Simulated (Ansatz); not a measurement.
Bulk modulus by a P(V) fit from LDA minus that from HSE06 (% of the latter), each on its own relaxed cell (Ansatz, a first-principles code, plane waves, PAW; no spin–orbit coupling, no Hubbard U), over 36 phases of the class «crystals with elements from indium on»: what sign and size do you expect?

Mean 22 %, median 14 %, mean absolute 22 %; eight in ten lie between 3 and 60 %, and 97 % are above zero.

Some cases that may be named, with their rank among the 36 from the lowest: SnS, zinc blende 0 % (rank 1); Sb2Pt, Pa-3 (Pt on 4a, Sb on 8c) 2 % (rank 2); BaO, rock salt 14 % (rank 17); LaOF, P4/nmm (La on 2c, O on 2b, F on 2a) 14 % (rank 18); TlBr, rock salt 61 % (rank 33); AgI, rock salt 63 % (rank 36).

The phases are those computed here (of each formula those with measured values and the lowest at some level), not a balanced benchmark, and neither functional is the truth. Pairs that end in unlike spin orders or unlike minima (c/a over 6 % apart, 30 % for weakly bound crystals), magnets with 4f shells, solids of gases and phases set aside for tests are left out.

Built on a structure type that need not be the filed one of that space group: SnS, zinc blende; TlBr, rock salt. Not the usual ambient phase: SnS, zinc blende; AgI, rock salt. Standing as an ambient phase not checked: LaOF, P4/nmm (La on 2c, O on 2b, F on 2a); TlBr, rock salt. Unstable at this level: SnS, zinc blende with LDA. All cells were relaxed under the symmetry of their starts (and spin orders); stability against distortions was not tested throughout. Named crystals with no word on spin ran without spin polarisation. Scalar-relativistic: spin–orbit coupling is off unless named, which matters more the heavier the elements.

Potentials: the later of the program's two PAW sets.

Ansatz is a plane-wave DFT program.
